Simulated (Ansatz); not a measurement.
TaAs:
```cif
data_As4Ta4
_chemical_formula_sum 'Ta4 As4'
_space_group_name_H-M_alt 'I41md'
_space_group_IT_number 109
_space_group_name_Hall 'I 4bw -2'
_cell_length_a 3.46282
_cell_length_b 3.46282
_cell_length_c 11.73487
_cell_angle_alpha 90.000
_cell_angle_beta 90.000
_cell_angle_gamma 90.000
loop_
_atom_site_label
_atom_site_type_symbol
_atom_site_symmetry_multiplicity
_atom_site_Wyckoff_symbol
_atom_site_fract_x
_atom_site_fract_y
_atom_site_fract_z
_atom_site_occupancy
Ta1 Ta 4 a 0.00000 0.00000 0.75017 1
As1 As 4 a 0.00000 0.00000 0.33243 1
```
(The calculation used a cell of 4 atoms; values per cell refer to that cell.)

Relaxed at zero pressure with PBE in the plane-wave PAW code Ansatz.

Problem. The volume is lowered by 9 % and shape and atoms relax at that volume. What pressure results, and how do the axes share the change?

Solution. 20.1 GPa; a -2.5 %, b -2.5 %, c -4.2 %; the energy rises by 91 meV/atom.

Problem. Give the new structure.

Solution. 
Space group I4₁md (No. 109); a = b = 3.3757 Å, c = 11.2373 Å, α = β = γ = 90.00°

```
atom  site  symmetry       x       y       z
----  ----  --------  ------  ------  ------
Ta      4a      2mm.  0.0000  0.0000  0.7509
As      4a      2mm.  0.0000  0.0000  0.3317
```

The phase is kept; no other phase was compared at this pressure.

Space group I4_1md. The PBE relaxation kept the symmetry of its start; of distortions, only those at the zone centre were tested. The run is not spin-polarised. Scalar-relativistic: spin–orbit coupling is off unless named, which matters more the heavier the elements.

Potentials: the later of the program's two PAW sets.
